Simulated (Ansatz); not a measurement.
Starting structure, 1 TiCl4 a cell, tilted, over a Sn atom of a lower plane (SnO2, P4_2/mnm (No. 136), (1 1 0) face):

```xyz
29
Lattice="6.4601 0.0000 0.0000 0.0000 6.7789 0.0000 0.0000 0.0000 27.0212" Properties=species:S:1:pos:R:3 pbc="T T T"
O     0.0000    0.0000    8.0000
O     3.2300    0.0000    8.0000
Sn    0.0000    3.3894    9.3137
Sn    3.2300    3.3894    9.3137
Sn    1.6150    0.0000    9.3137
Sn    4.8451    0.0000    9.3137
O     1.6150    2.0758    9.3137
O     4.8451    2.0758    9.3137
O     1.6150    4.7031    9.3137
O     4.8451    4.7031    9.3137
O     0.0000    0.0000   10.6273
O     3.2300    0.0000   10.6273
O     0.0000    3.3894   11.3759
O     3.2300    3.3894   11.3759
Sn    0.0000    0.0000   12.6340
Sn    3.2300    0.0000   12.6340
Sn    1.6150    3.3894   12.8625
Sn    4.8451    3.3894   12.8625
O     1.6150    5.5190   12.9020
O     4.8451    5.5190   12.9020
O     1.6150    1.2598   12.9020
O     4.8451    1.2598   12.9020
O     0.0000    3.3894   14.0451
O     3.2300    3.3894   14.0451
Ti    3.7910    2.2006   17.5277
Cl    2.1926    1.0745   16.5635
Cl    5.1862    0.8176   18.4728
Cl    2.9400    3.5207   19.0395
Cl    4.8451    3.3894   16.0351
```

Computed with DFT PBE+D3(BJ), scalar-relativistic, plane waves, PAW (Ansatz). Settings: cutoff 420 eV, Γ-centred mesh 3×2×1 on the computed 29-atom cell, Gaussian smearing of 0.05 eV; no spin polarisation. A dipole correction removes the field between periodic images along c.

Atoms 1, 2, 3, 4, 5, 6, 7, 8, 9, 10, 11, 12 (counted from 1) are held. The cell is fixed. Force threshold 0.04 eV/Å.

**Question.** Where does it end?

**Answer.** The energy falls by 1.919 eV in 40 steps, to:

```yaml
crystal:
  lattice:
    - [6.46009, 0.00000, 0.00000]
    - [0.00000, 6.77887, 0.00000]
    - [0.00000, 0.00000, 27.02118]
  atoms:
    - { symbol: O, position: [0.00000, 0.00000, 0.29606] }
    - { symbol: O, position: [0.50000, 0.00000, 0.29606] }
    - { symbol: Sn, position: [0.00000, 0.50000, 0.34468] }
    - { symbol: Sn, position: [0.50000, 0.50000, 0.34468] }
    - { symbol: Sn, position: [0.25000, 0.00000, 0.34468] }
    - { symbol: Sn, position: [0.75000, 0.00000, 0.34468] }
    - { symbol: O, position: [0.25000, 0.30621, 0.34468] }
    - { symbol: O, position: [0.75000, 0.30621, 0.34468] }
    - { symbol: O, position: [0.25000, 0.69379, 0.34468] }
    - { symbol: O, position: [0.75000, 0.69379, 0.34468] }
    - { symbol: O, position: [0.00000, 0.00000, 0.39330] }
    - { symbol: O, position: [0.50000, 0.00000, 0.39330] }
    - { symbol: O, position: [0.00196, 0.50842, 0.41940] }
    - { symbol: O, position: [0.50259, 0.50543, 0.42333] }
    - { symbol: Sn, position: [0.00025, 0.00156, 0.46694] }
    - { symbol: Sn, position: [0.49788, 0.00677, 0.47133] }
    - { symbol: Sn, position: [0.24719, 0.50180, 0.47345] }
    - { symbol: Sn, position: [0.76181, 0.50449, 0.47138] }
    - { symbol: O, position: [0.24735, 0.80957, 0.47153] }
    - { symbol: O, position: [0.75123, 0.81381, 0.47569] }
    - { symbol: O, position: [0.24310, 0.19713, 0.46573] }
    - { symbol: O, position: [0.75528, 0.19398, 0.47208] }
    - { symbol: O, position: [0.00246, 0.50135, 0.51837] }
    - { symbol: O, position: [0.51166, 0.48622, 0.52279] }
    - { symbol: Ti, position: [0.58308, 0.42463, 0.58903] }
    - { symbol: Cl, position: [0.42376, 0.03656, 0.55935] }
    - { symbol: Cl, position: [0.83637, 0.21703, 0.60688] }
    - { symbol: Cl, position: [0.31606, 0.41258, 0.63808] }
    - { symbol: Cl, position: [0.73508, 0.69598, 0.61332] }
```

The end is the local minimum or symmetric point that this start leads to. The slab is only 6.0 Å thick, so the energy isn't converged with thickness.

Cost: 1 run of about 95 core-minutes, on Arm Neoverse V1 (shared hosts).